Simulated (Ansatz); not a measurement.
An Ansatz input:

```yaml
crystal:
  lattice:
    - [1.696238803, 0.0, 0.0]
    - [-0.8481194015, 1.4689858943, 0.0]
    - [0.0, 0.0, 6.934149813]
  atoms:
    - { symbol: B, position: [0.3333333333, 0.6666666667, 0.25] }
    - { symbol: B, position: [0.6666666667, 0.3333333333, 0.75] }
hamiltonian:
  xc: lda
  pseudopotentials:
    kind: paw_fr
    azcp:
      B: "pseudopotentials/B.paw.azcp"
basis:
  ecutwfc: 420
  fft_grid_basis: typed
kpoints:
  mp_grid: { grid: [21, 21, 5], shift: [0, 0, 0] }
magnetization:
  noncollinear: true
  spin_orbit: true
scf:
  occupations: { method: fermi_dirac, width: 0.1 }
```

Terminal output

```
Warning: the record states the generating functional pbe (its physics header spells it `PBE`), which answers neither for hamiltonian.xc's functional nor for the lda family's — results may be inconsistent (PPs are generated against a specific XC)
Engine: ansatz 0.2.0, aarch64-unknown-linux-gnu
Pseudopotentials: kind: paw_fr
Pseudopotential: B, paw_fr, valence charge 3, recommended cutoff 420 eV (normal) 
Functional definition: SPW92
  exchange = slater_x
  correlation = pw_c
non-collinear run that drives no moment, with spin-orbit: no starting moment large enough to seed its density (crystal.atoms[].spin), no starting occupations that ask for one, no magnetisation constraint and no magnetic field, so the semilocal B_xc is pinned to zero
Crystal: 2 atoms, lattice volume = 17.278 Å³
Basis set: ecut = 420 eV, 329 PW (Γ)
Bands: 14, of which v1, the nominal top of the filled ones, is band 6 counted from 1 (5 counted from 0)
Symmetry: 24 space group operations + 24 with time reversal
Magnetic group: BNS 194.264 (UNI 1494), of the structure as read, at distance tolerance 2.6e-5 Å
k-points: 144 of 2205
Projection manifold: j_resolved (fully-relativistic pseudo-atomic orbitals)
Non-local potential: B, projectors of the file, l = 0: 2, l = 1: 4, l = 2: 2
PAW form: soft (Blöchl's): semilocal exchange-correlation on the pseudo side does not see the compensation charge
PAW frozen core: B, regenerated for the run's functional, and the local potential with it (the file was generated under x = pbe(κ = 0.804, μ = 0.2195149727645171), c = pbe(β = 0.06672455060314922))
PAW one-centre angular grid: B, 110 points (default); XC on 64 Gauss nodes
Initial density: superposition of atomic densities (chi_scale 0.1, normalization cell)
Initial wavefunctions: pseudopotential atomic-orbital guess
Functional: x = slater, c = lda
SCF iter   1: F=—  HF=-299.077751 eV  |F-HF|=—  |Δ(HF+E_count)|=         —  Δρ=8.42e-2  dr2=2.03e0  dr2_m=0.00e0 (ungated)  ethr=3.10e-3  |M|=0.00e0 ∫|m|=0.00e0 μB  |m|>n=0.0e0 m-floor=0.0e0 τ_xc=0.0e0  β_m=0.30  ⟨swp⟩=5.7  Hψ=6651  notcnv=0  defer=76
SCF iter   2: F=—  HF=-298.699549 eV  |F-HF|=—  |Δ(HF+E_count)|=   3.78e-1  Δρ=6.39e-2  dr2=1.27e0  dr2_m=0.00e0 (ungated)  ethr=3.10e-3  |M|=0.00e0 ∫|m|=0.00e0 μB  |m|>n=0.0e0 m-floor=0.0e0 τ_xc=0.0e0  β_m=0.65  ⟨swp⟩=2.0  Hψ=1977  notcnv=0  defer=286
SCF iter   3: F=—  HF=-298.113958 eV  |F-HF|=—  |Δ(HF+E_count)|=   5.86e-1  Δρ=1.09e-2  dr2=1.44e-2  dr2_m=0.00e0 (ungated)  ethr=3.10e-3  |M|=0.00e0 ∫|m|=0.00e0 μB  |m|>n=0.0e0 m-floor=0.0e0 τ_xc=0.0e0  β_m=0.70  ⟨swp⟩=3.2  Hψ=2185  notcnv=0  defer=286
SCF iter   4: F=—  HF=-298.109220 eV  |F-HF|=—  |Δ(HF+E_count)|=   4.74e-3  Δρ=1.28e-3  dr2=6.70e-4  dr2_m=0.00e0 (ungated)  ethr=2.40e-4  |M|=0.00e0 ∫|m|=0.00e0 μB  |m|>n=0.0e0 m-floor=0.0e0 τ_xc=0.0e0  β_m=0.84  ⟨swp⟩=2.8  Hψ=1645  notcnv=0  defer=276
SCF iter   5: F=—  HF=-298.108998 eV  |F-HF|=—  |Δ(HF+E_count)|=   2.22e-4  Δρ=7.47e-5  dr2=1.32e-6  dr2_m=0.00e0 (ungated)  ethr=1.12e-5  |M|=0.00e0 ∫|m|=0.00e0 μB  |m|>n=0.0e0 m-floor=0.0e0 τ_xc=0.0e0  β_m=0.87  ⟨swp⟩=2.1  Hψ=1239  notcnv=0  defer=276
SCF iter   6: F=—  HF=-298.108998 eV  |F-HF|=—  |Δ(HF+E_count)|=   4.16e-7  Δρ=8.48e-6  dr2=2.07e-8  dr2_m=0.00e0 (ungated)  ethr=1.67e-9  |M|=0.00e0 ∫|m|=0.00e0 μB  |m|>n=0.0e0 m-floor=0.0e0 τ_xc=0.0e0  β_m=0.92  ⟨swp⟩=2.3  Hψ=2017  notcnv=0
SCF iter   7: F=-298.108998 eV  HF=-298.108998 eV  |F-HF|=2.31e-11  |Δ(HF+E_count)|=  9.30e-10  Δρ=4.53e-7  dr2=5.93e-11  dr2_m=0.00e0 (ungated)  ethr=3.45e-10  |M|=0.00e0 ∫|m|=0.00e0 μB  |m|>n=0.0e0 m-floor=0.0e0 τ_xc=0.0e0  ⟨swp⟩=1.0  Hψ=2715  notcnv=0
SCF 1 converged in 7 iterations: F = -298.108998 eV  dr2 = 5.93e-11
SCF converged after 7 iterations
Magnetization: |M| = 0.0000 μB,  M = (+0.0000, +0.0000, +0.0000) μB
Absolute magnetization: 0.0000 μB (∫|m|)
  site 0: m = (+0.0000, +0.0000, +0.0000) μB, |m| = 0.0000 μB  (R = 0.70 Å)
  site 1: m = (+0.0000, +0.0000, +0.0000) μB, |m| = 0.0000 μB  (R = 0.70 Å)
Free energy (F): -298.108998 eV
Harris-Foulkes:  -298.108998 eV  (|F-HF|=2.31e-11)
Internal energy: -298.090074 eV  (E = F + TS)
E sigma→0 (E₀):  -298.099536 eV
Entropy (-TS):   -0.018924 eV (-9.462 meV/atom)
Fermi energy:    8.378587 eV
--- Per-component energies (eV) ---
  E_band       = -2.973308
  E_kinetic    = 103.634058
  E_local      = -116.854389  (includes V_loc(G=0)·N_el)
  E_nonlocal   = 22.447548
  E_hartree    = 35.447292
  E_xc         = -64.352578
  E_vxc        = -76.597081  (∫ρ·V_xc dr)
  E_paw        = -145.422267  (= ΣΔE_a)
  E_vpaw       = -6.497944  (= ΣTr[D̂ρ^β])
  E_aug_tail   = -0.000007  (compensation charges beyond the density's cutoff)
  E_ewald      = -133.081418
  E_core_change = 0.091689  (= ΣΔE_core)
  E_smearing   = -0.018924  (= −TS)
  E_closure    = 0.000000  (closes the sum)
  Σ components = -298.108998   (vs F -298.108998, Δ=0.00e0)
```
